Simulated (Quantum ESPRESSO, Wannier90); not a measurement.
**Wannier functions of PbI2 (CdI2 type)**

```
begin unit_cell_cart
ang
    4.6126901213    0.0000000000    0.0000000000
   -2.3063450607    3.9947068249    0.0000000000
    0.0000000000    0.0000000000    7.2570300000
end unit_cell_cart
begin atoms_frac
Pb   0.0000000000  0.0000000000  0.0000000000
I   -0.3333333333  0.3333333333 -0.2590500000
I    0.3333333333 -0.3333333333  0.2590500000
end atoms_frac
```

Materials Project entry mp-22893; symmetrised, unrelaxed at this level. COD (Crystallography Open Database) has the formula in 4 space groups, this one among them (matched by group alone). Method: PBEsol plane waves in Quantum ESPRESSO 7.5 (PseudoDojo norm-conserving files, 56 Ry, spinors with spin-orbit coupling), Bloch states on a 6×6×4 mesh through Γ, Wannier90 4.0.1. Density: 12×12×4 mesh, cold smearing 0.01 Ry.

Bands 11-14 form an isolated set from -12.09 to -11.33 eV relative to the valence-band maximum (on the path) and are turned into 4 Wannier functions by minimising the spread from the start: atomic waves I 5s.

Centres (Cartesian, Å; one of the equivalent choices) and spreads:

| n | x | y | z | spread (Å²) | nearest atom |
|---|---|---|---|---|---|
| 1 | -2.306 | 1.332 | -1.771 | 1.531 | I2 |
| 2 | -2.306 | 1.332 | -1.771 | 1.531 | I2 |
| 3 | 2.306 | -1.332 | 1.771 | 1.531 | I3 |
| 4 | 2.306 | -1.332 | 1.771 | 1.531 | I3 |

Ω_I = 6.12 Å², Ω_total = 6.12 Å²; the interpolated bands follow pw.x to 0.0 meV rms on the path. Only this start was tried; a symmetric start can stop on a saddle, and mixtures of these functions could lower the total by at most Ω_total − Ω_I.
